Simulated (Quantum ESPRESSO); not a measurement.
GaTiHfZrFO7, convergence and cost over cutoff and k mesh

Computed values, not a measurement. The program is pw.x of Quantum ESPRESSO 7.5 (plane-wave density functional theory). The cell is made up: 12 atoms on a fluorite lattice, with randomly drawn elements, strain and displacements, not relaxed. PseudoDojo standard norm-conserving files (v0.5 for PBE, v0.4.1 for LDA and PBEsol) set the functional; there is no spin polarisation, spin-orbit coupling or dispersion term, and the masses in the input are unused placeholders.

The hafnium pseudopotential is less sure than the others, with forces about 3 percent (worst 6) and pressure in oxides about 1.5 GPa (worst 2.7) from a second method in checks, which no rerun with the same files tests.

Input of the run in row 4:

```
&control calculation='scf', pseudo_dir='./dojo.nc.sr.pbe.v0_5.standard.upf', outdir='./o', disk_io='low', tprnfor=.true., tstress=.true. /
&system ibrav=0, nat=12, ntyp=6, nbnd=55, ecutwfc=84.00895049, nosym=.true., tot_charge=0,
 occupations='smearing', smearing='fd', degauss=0.0018374661
/
&electrons conv_thr=7.350e-09, electron_maxstep=60, /
ATOMIC_SPECIES
F 1.0 F.upf
Ga 1.0 Ga.upf
Hf 1.0 Hf.upf
O 1.0 O.upf
Ti 1.0 Ti.upf
Zr 1.0 Zr.upf
CELL_PARAMETERS angstrom
4.9063 0.0 0.0
0.0 4.9063 0.0
0.0 0.0 4.9063
ATOMIC_POSITIONS angstrom
Ga 0.068 -0.1086 -0.0741
Ti 0.0406 2.5876 2.3931
Hf 2.539 0.1657 2.6055
Zr 2.2894 2.4383 0.0116
F 1.2698 1.1906 1.34
O 1.4056 1.2526 3.713
O 1.1517 3.5777 1.3937
O 1.245 3.692 3.8298
O 3.8103 1.213 1.2042
O 3.7878 1.309 3.7383
O 3.6589 3.547 1.0653
O 3.6082 3.6158 3.719
K_POINTS automatic
5 5 5 1 1 1
```

The same cell was run at these settings. Meshes are shifted by half a step, and differences are from the last row, which is itself not exact.

```
cutoff (eV)     k mesh  k points solved  threshold (eV)  free energy less the last row's (eV)  pressure (GPa)  largest stress difference (GPa)  largest force difference (eV/Å)  iterations  wall time (s)  k-point pools          processor
        800  2 x 2 x 2                4           1e-04                                 2.008           -1.11                            26.02                            0.175          12             22              4  Intel Xeon, older
       1143  2 x 2 x 2                4           1e-07                                -0.261           24.27                             0.63                            0.170          17             40              4  Intel Xeon, older
        768  5 x 5 x 5               63           1e-07                                 3.623          -12.43                            37.24                            0.073          17            200              4  Intel Xeon, older
       1143  5 x 5 x 5               63           1e-07                                 0.003           24.73                             0.04                            0.001          17            371              4  Intel Xeon, older
       1467  7 x 7 x 7              172           1e-07                                 0.000           24.76                             0.00                            0.000          17           1513              4    AMD EPYC, older
```

Each pool is one process. Wall times include start-up and a band step at six k points, which weighs most on the coarsest meshes. The runs were on shared virtual cores whose load varied, so times are rough.